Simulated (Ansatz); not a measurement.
Values for one crystal, relaxed and computed with PBE (plane waves, PAW; program Ansatz); other levels are named.

| Quantity | Value |
|---|---|
| Volume per atom | 13.90 Å³ |
| Band gap | 1.20 eV (indirect) |
| Hole effective mass, band 1 of 3 at the edge | 0.24 along [100], 1.9 along [110], 0.57 along [111] (mₑ) |
| Electron effective mass | 0.22, 0.22, 1.1 mₑ (principal values) |
| Formation energy from the elements (no fitted shifts) | -0.027 eV/atom |
| Hole effective mass, band 3 of 3 at the edge | 0.21 along [100], 0.12 along [110], 0.10 along [111] (mₑ) |
| Conduction-band minimum | on the Γ–X line, 80 % of the way from Γ (6 equivalent valleys) |

Task: Which compound is it?
(A) Mg2Si, fluorite or antifluorite type
(B) SiS2, R3m (Si on 3a, S on 3a, S on 3a)
(C) BAs, zinc blende
(D) MgF2, rutile

Result: C, BAs, zinc blende

Space group F-43m (zinc blende). The PBE relaxation kept the symmetry of its start. The references are the lowest solids computed at this level, not always the standard phases. Spin–orbit coupling is left out wherever it is not named.

Potentials: the later of the program's two PAW sets.
